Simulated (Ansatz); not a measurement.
ZrTa (rock salt, space group No. 225), a = b = c = 5.6427 Å, α = β = γ = 90.00°; the cell used has 2 atoms.

Relaxed with r²SCAN.

**Question.** Tabulate the valence density and the electron localisation function along the shortest Ta–Zr contact (2.82 Å), r²SCAN (plane waves, PAW; program Ansatz).

**Answer.** 

```csv
distance from Ta (Å),density (e/Å³),ELF
0.28,4.28,0.31
0.42,4.54,0.62
0.56,3.89,0.76
0.71,2.69,0.76
0.85,1.53,0.65
0.99,0.79,0.47
1.13,0.49,0.38
1.27,0.37,0.38
1.41,0.34,0.37
1.55,0.35,0.32
1.69,0.46,0.33
1.83,0.74,0.48
1.97,1.36,0.70
2.12,2.36,0.82
2.26,3.48,0.82
2.40,4.12,0.71
2.54,3.89,0.39
```

The density is the valence pseudo-density with augmentation charge, so density and ELF within about 1 Å of a nucleus are not all-electron values.

Space group Fm-3m (rock salt). The start of the workflow was typed in or built on a structure type; neither database checked (COD, Materials Project) lists it. Its standing as an ambient phase is unchecked. Symmetry was held in the r²SCAN relaxation. At this level the phase is mechanically unstable. The run is not spin-polarised. Its formation energy is positive at this level, so the cell may be metastable or incomplete. Scalar-relativistic: spin–orbit coupling is off unless named, which matters more the heavier the elements.

Potentials: the later of the program's two PAW sets.
